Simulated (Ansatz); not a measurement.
**TiB (F-43m), clamped-ion strain scan**

Computed with Ansatz 0.2.0, DFT LDA, scalar-relativistic, plane waves, PAW. Cutoff 420 eV, Γ-centred 20×20×20 k-points, Gaussian smearing of 0.15 eV. No spin polarisation. Energies are free energies at this smearing, counted from the undisturbed cell; pressure is positive in compression.

The undisturbed cell (as given, not relaxed at this level; it stands at 105.3 GPa, and it needn't be the usual structure):

```yaml
crystal:
  lattice:
    - [0.00000, 2.10100, 2.10100]
    - [2.10100, 0.00000, 2.10100]
    - [2.10100, 2.10100, 0.00000]
  atoms:
    - { symbol: Ti, position: [0.75000, 0.75000, 0.75000] }
    - { symbol: B, position: [0.00000, 0.00000, 0.00000] }
```

The cell is strained by ε times the Voigt pattern (0, 0, 1, 0, 0, 0) (xx, yy, zz, yz, xz, xy; engineering shear) with fractional coordinates fixed. The cell is metallic on the mesh throughout. At 105 GPa the given cell is far from its own equilibrium, so these figures belong to a strongly strained crystal.

Over the sampled range (-0.0600 to 0.0600), is the undisturbed cell the lowest point?

No: the energy is lower at ε = 0.0600, -336.2 in ΔE (meV/atom).

Which end lies higher in energy, -0.0600 or +0.0600?

-0.0600: 393.3 against -336.2.

The scan:

| ε | ΔE (meV/atom) |
| --- | --- |
| -0.0600 | 393.3 |
| -0.0450 | 290.0 |
| -0.0300 | 189.9 |
| 0.0000 | 0.0 |
| 0.0150 | -89.6 |
| 0.0300 | -175.6 |
| 0.0450 | -257.8 |
| 0.0600 | -336.2 |